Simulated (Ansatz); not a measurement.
MgO (CsCl type, Pm-3m), PBEsol (plane waves, PAW; program Ansatz), all energies at zero smearing, with the estimated change up to a 700 eV cutoff added, with one set of potentials and settings (totals compare only within such a set). Cell of 2 atoms (1 Mg, 1 O): -2474.403 eV.

```csv
element,reference phase,E (eV/atom)
Mg,"P6_3/mmc, 2 atoms in the cell",-1912.0511
O,"C2/m, 4 atoms in the cell, spin-polarised",-558.3554
```

Formation energy per atom, worked out: (-2474.403 − 1×(-1912.0511) − 1×(-558.3554))/2 = -1.998 eV/atom (-193 kJ per mol of atoms), at 0 K, without zero-point energy or fitted corrections.

This is a known high-pressure phase of the composition, computed here at zero pressure and temperature. The cell was relaxed with PBEsol under the symmetry of its start. At this level the phase is dynamically unstable (imaginary phonons). The references are the lowest solids computed at this level, not always the standard phases (solids in place of the gases).

Potentials: the later of the program's two PAW sets.
